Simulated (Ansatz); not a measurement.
Level of theory: DFT PBE, scalar-relativistic, plane waves, PAW (Ansatz). All cells share a 420 eV cutoff and Γ-centred k meshes spaced at most about 0.3 Å⁻¹ (about 0.25 or finer for metals, 2π included). No spin polarisation in the final relaxations.

All energies are static (0 K, no zero-point motion).

Compare these two cells of LiSn2, each relaxed at this level.

A.

```yaml
crystal:
  lattice:
    - [2.32169, -5.02821, 0.00000]
    - [2.32169, 5.02821, 0.00000]
    - [0.00000, 0.00000, 3.16187]
  atoms:
    - { symbol: Li, position: [0.00000, 0.00000, 0.50000] }
    - { symbol: Sn, position: [0.34691, 0.65309, 0.00000] }
    - { symbol: Sn, position: [0.65309, 0.34691, 0.00000] }
```

B.

```yaml
crystal:
  lattice:
    - [5.23431, 0.00000, 0.00000]
    - [-2.61715, 4.53304, 0.00000]
    - [0.00000, 0.00000, 3.14320]
  atoms:
    - { symbol: Li, position: [0.00000, 0.00000, 0.00000] }
    - { symbol: Sn, position: [0.33333, 0.66667, 0.50000] }
    - { symbol: Sn, position: [0.66667, 0.33333, 0.50000] }
```

Problem. Which would you expect to be lower, and how large is the difference?

Solution. A is lower, by 7 meV/atom. A has space group Cmmm (No. 65), 24.6 Å³/atom and no gap on its mesh; B has space group P6/mmm (No. 191), 24.9 Å³/atom and no gap. Counting all near atoms (those within 1.25 times the shortest distance at each site; a plus sign parts nearer from farther groups), A has Li 10+4, Sn 9 and B has Li 14, Sn 11. Both come from invented guesses.

The k mesh leaves some 4 meV/atom of noise in the energy of each metallic cell. Cells relaxed within their symmetry can be saddle points. The Cmmm cell of LiSn2 came from shaking the P6/mmm one.
